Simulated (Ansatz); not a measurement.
Ba$_{2}$NCl in space group R-3m (No. 166; Ba on 6c, N on 3b, Cl on 3a), the program Ansatz at the PBE level (PAW), all energies at zero smearing, with the estimated change up to a 700 eV cutoff added, with one set of potentials and settings (totals compare only within such a set). Cell of 4 atoms (2 Ba, 1 N, 1 Cl): -13367.949 eV.

| element | reference phase | E (eV/atom) |
|---|---|---|
| Ba | Im-3m, 1 atoms in the cell | -5949.5401 |
| N | Pa-3, 8 atoms in the cell | -384.0325 |
| Cl | Cmce, 4 atoms in the cell | -1079.4982 |

Formation energy per atom, worked out: (-13367.949 − 2×(-5949.5401) − 1×(-384.0325) − 1×(-1079.4982))/4 = -1.335 eV/atom (-129 kJ per mol of atoms), at 0 K, without zero-point energy or fitted corrections.

The first step of the workflow began from a Materials Project structure, measured or hypothetical; the Crystallography Open Database copy checked does not list it. Whether it is the stable phase at ambient conditions was not checked. The cell was relaxed with PBE under the symmetry of its start; its stability against distortions is not shown here. The references are the lowest solids computed at this level, not always the standard phases (solids in place of the gases). Spin–orbit coupling is left out wherever it is not named.

Potentials: the later of the program's two PAW sets.
